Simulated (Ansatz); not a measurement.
Ru (hcp, Mg type)

```xyz
2
Lattice="2.7220 0.0000 0.0000 -1.3610 2.3573 0.0000 0.0000 0.0000 4.2907" Properties=species:S:1:pos:R:3 pbc="T T T"
Ru     0.0000     1.5716     3.2181
Ru     1.3610     0.7858     1.0727
```

The slice is a (1 -1 0 0) plane (indices of the conventional cell) through the point (0.333, 0.667, 0.750) (fractional), spanned by u = [110] and v = [001] in vectors of this cell: u (2.72 Å) and v (4.29 Å, at 90° to u). It covers one period; positions are fractions (u, v).

Computed with PBE (plane waves to 420 eV, PAW, scalar-relativistic; Ansatz, an electronic-structure program). k mesh 20×20×11. Inside the PAW spheres the values are not all-electron values, and peaks at nuclei hang on which shells count as valence. Ru is run without spin polarisation. Ru was relaxed with its symmetry unable to fall. The PAW data are Ansatz's earlier set.

Three fields on this plane, each scaled to ten steps between its own extremes (0 low, 9 high; the total valence density on a logarithmic scale, the potential cut 8 eV below its top; x marks points blanked near nuclei; v = 0 in the bottom row):

Map A
```
|xxxxxxxx15651xxxxxxx|
|xxxxxxxx26762xxxxxxx|
|xxxxxxx0467640xxxxxx|
|xxxxxxx1578751xxxxxx|
|xxxxxx047898740xxxxx|
|xxxxx03689998630xxxx|
|xxx013678999876310xx|
|01235677888887765321|
|55667777666667777665|
|88887765433345677888|
|99987642000002467899|
|99986410xxxxx0146899|
|9987520xxxxxxx025789|
|998640xxxxxxxxx04689|
|998630xxxxxxxxx03689|
|998630xxxxxxxxx03689|
|998630xxxxxxxxx03689|
|998640xxxxxxxxx04689|
|9987520xxxxxxx025789|
|99986410xxxxx0146899|
|99987642000002467899|
|88887765433345677888|
|55667777666667777665|
|01235677888887765321|
|xxx013678999876310xx|
|xxxxx03689998630xxxx|
|xxxxxx047898740xxxxx|
|xxxxxxx1578751xxxxxx|
|xxxxxxx0467640xxxxxx|
|xxxxxxxx26762xxxxxxx|
|xxxxxxxx15651xxxxxxx|
|xxxxxxxx15651xxxxxxx|
```

Map B
```
|xxxxxxxx35753xxxxxxx|
|xxxxxxxx35753xxxxxxx|
|xxxxxxx4257524xxxxxx|
|xxxxxxx2257522xxxxxx|
|xxxxxx324686423xxxxx|
|xxxxx43357875334xxxx|
|xxx433466666664334xx|
|12234676543456764322|
|22357874210124787532|
|66788742100012478876|
|99986432222222346899|
|99864334xxxxx4334689|
|9875324xxxxxxx423578|
|876323xxxxxxxxx32367|
|764223xxxxxxxxx32246|
|764213xxxxxxxxx31246|
|764223xxxxxxxxx32246|
|876323xxxxxxxxx32367|
|9875324xxxxxxx423578|
|99864334xxxxx4334689|
|99986432222222346899|
|66788742100012478876|
|22357874210124787532|
|12234676543456764322|
|xxx433466666664334xx|
|xxxxx43357875334xxxx|
|xxxxxx324686423xxxxx|
|xxxxxxx2257522xxxxxx|
|xxxxxxx4257524xxxxxx|
|xxxxxxxx35753xxxxxxx|
|xxxxxxxx35753xxxxxxx|
|xxxxxxxx45754xxxxxxx|
```

Map C
```
|xxxxxxxx74347xxxxxxx|
|xxxxxxxx63236xxxxxxx|
|xxxxxxx9522259xxxxxx|
|xxxxxxx7311137xxxxxx|
|xxxxxx842000248xxxxx|
|xxxxx85310001358xxxx|
|xxx975321000123579xx|
|77764322110112234677|
|44333222222222223334|
|22222234455544322222|
|11122356788876532211|
|00123579xxxxx9753210|
|0012469xxxxxxx964210|
|001257xxxxxxxxx75210|
|001358xxxxxxxxx85310|
|001369xxxxxxxxx96310|
|001358xxxxxxxxx85310|
|001257xxxxxxxxx75210|
|0012469xxxxxxx964210|
|00123579xxxxx9753210|
|11122356788876532211|
|22222234455544322222|
|44333222222222223334|
|77764322110112234677|
|xxx975321000123579xx|
|xxxxx85310001358xxxx|
|xxxxxx842000248xxxxx|
|xxxxxxx7311137xxxxxx|
|xxxxxxx9522259xxxxxx|
|xxxxxxxx63236xxxxxxx|
|xxxxxxxx74347xxxxxxx|
|xxxxxxxx74347xxxxxxx|
```

Assign the maps to these fields: electron localisation function (ELF); valence electron density; electrostatic potential energy of an electron, from the cell's mean.

A is the electrostatic potential energy of an electron, from the cell's mean; B is the electron localisation function (ELF); C is the valence electron density.
